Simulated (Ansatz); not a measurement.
SiO₂:
Space group P4₃2₁2 (No. 96); a = 7.510 Å, b = 7.510 Å, c = 9.187 Å, α = 90.00°, β = 90.00°, γ = 90.00°

```json
[
 {"atom": "Si", "site": "4a", "symmetry": "..2", "x": "0.4268", "y": "0.4268", "z": "0.0000"},
 {"atom": "Si", "site": "8b", "symmetry": "1", "x": "0.3375", "y": "0.1274", "z": "0.2213"},
 {"atom": "O", "site": "8b", "symmetry": "1", "x": "0.4691", "y": "0.1139", "z": "0.3593"},
 {"atom": "O", "site": "8b", "symmetry": "1", "x": "0.1357", "y": "0.1085", "z": "0.2802"},
 {"atom": "O", "site": "8b", "symmetry": "1", "x": "0.3600", "y": "0.3199", "z": "0.1433"}
]
```

Relaxed with PBEsol. The program Ansatz at the PBEsol level (PAW) gives a gap of 5.63 eV.

Q: What gap does HSE06 give on the same cell (Ansatz, PAW)?

A: 7.48 eV, 1.85 eV more. The hybrid was solved on a coarser mesh and at special points; the gap given is the minimum over both.

```
k  v1 PBEsol  c1 PBEsol  v1 HSE06  c1 HSE06
-  ---------  ---------  --------  --------
Γ       0.00       5.63      0.00      7.48
Z      -0.11       6.36       ___       ___
M      -0.03       7.46       ___       ___
A      -0.09       7.69       ___       ___
R      -0.05       7.06       ___       ___
X      -0.04       6.68     -0.05      8.56
```

Q: Top valence (v1) and lowest conduction level (c1) in eV from each method's valence maximum (which need not be a listed point): supply the withheld HSE06 values.

A: 
- R, v1 HSE06: -0.05
- R, c1 HSE06: 8.99
- M, v1 HSE06: -0.04
- M, c1 HSE06: 9.38
- Z, v1 HSE06: -0.12
- Z, c1 HSE06: 8.24
- A, v1 HSE06: -0.09
- A, c1 HSE06: 9.66

Cost on shared cores: the PBEsol run (SCF on a 4×4×3 mesh, then bands and DOS) about 20 core-minutes (a rough figure), the HSE06 run (SCF on 2×2×2, then a few points) very roughly 27 core-minutes; the tasks are unlike.

Space group P4_32_12. The first step of the workflow began from a Materials Project structure, measured or hypothetical; the Crystallography Open Database files this formula in space group No. 96, but the cells were not matched. It is not the phase usual at ambient conditions (space group No. 92, 152, 154). Symmetry was held in the PBEsol relaxation; whether a distortion lowers the energy is not shown.

Potentials: the earlier of the program's two PAW sets. The files were generated under PBE; for other functionals the program regenerates the frozen cores, and for LDA and PBEsol the local potential too.
